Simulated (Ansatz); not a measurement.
## BaZnSbF: gradients before and after relaxing the atoms

Start: a structure deposited in the COD.

Space group P4/nmm:1 (No. 129); a = 4.4383, c = 9.7789 Å.

| site | Wyckoff | site symmetry | x | y | z |
| --- | --- | --- | --- | --- | --- |
| Ba | 2c | 4mm | 0.0000 | 0.5000 | 0.3508 |
| Zn | 2a | -4m2 | 0.5000 | 0.5000 | 0.0000 |
| Sb | 2c | 4mm | 0.5000 | 0.0000 | 0.1660 |
| F | 2b | -4m2 | 0.5000 | 0.5000 | 0.5000 |

One atom of each set is listed.

Method: Kohn–Sham DFT in Ansatz, PBE, plane waves and PAW, scalar-relativistic, 420 eV cutoff, Γ-centred 8×8×4 k-points, Fermi–Dirac smearing 0.05 eV.

The largest force at the start is 0.15 eV/Å. Relaxing the ions at fixed cell moves them by 0.015 Å at most (atom 6, Sb) and 0.011 Å rms.

```json
{"site": "Ba", "moved (Å)": "0.015", "first shell before": "4 F at 2.66 Å, 4 Sb at 3.62 Å", "first shell after": "4 F at 2.66 Å, 4 Sb at 3.61 Å", "V_zz before (10²¹ V/m²)": "3.47", "η before": "0.00"}
{"site": "Zn", "moved (Å)": "0.000", "first shell before": "4 Sb at 2.75 Å", "first shell after": "4 Sb at 2.76 Å", "V_zz before (10²¹ V/m²)": "-1.24", "η before": "0.00"}
{"site": "Sb", "moved (Å)": "0.015", "first shell before": "4 Zn at 2.75 Å", "first shell after": "4 Zn at 2.76 Å", "V_zz before (10²¹ V/m²)": "-3.77", "η before": "0.00"}
{"site": "F", "moved (Å)": "0.000", "first shell before": "4 Ba at 2.66 Å", "first shell after": "4 Ba at 2.66 Å", "V_zz before (10²¹ V/m²)": "0.11", "η before": "0.00"}
```

Problem. How do the gradients change?

Solution. 

| site | V_zz after | η after | change of V_zz |
| --- | --- | --- | --- |
| Ba | 3.28 | 0.00 | -0.19 |
| Zn | -1.28 | 0.00 | -0.04 |
| Sb | -3.24 | 0.00 | +0.53 |
| F | 0.19 | 0.00 | +0.08 |

The largest change of V_zz is on Sb, from -3.77 to -3.24. In per cent, |V_zz| changes by -5 on Ba, -14 on Sb (all sites that start above 2).

With no gap above 0.1 eV, as in a metal, the gradients converge slowly in k; expect changes of a tenth or more on a denser mesh. Without spin–orbit coupling (the program notes it for Ba and Sb) the gradients can shift somewhat, as the gap is small. With these PAW files V_zz is typically within 2 to 3 % of all-electron values, but misses above 10 % occur on Sb.
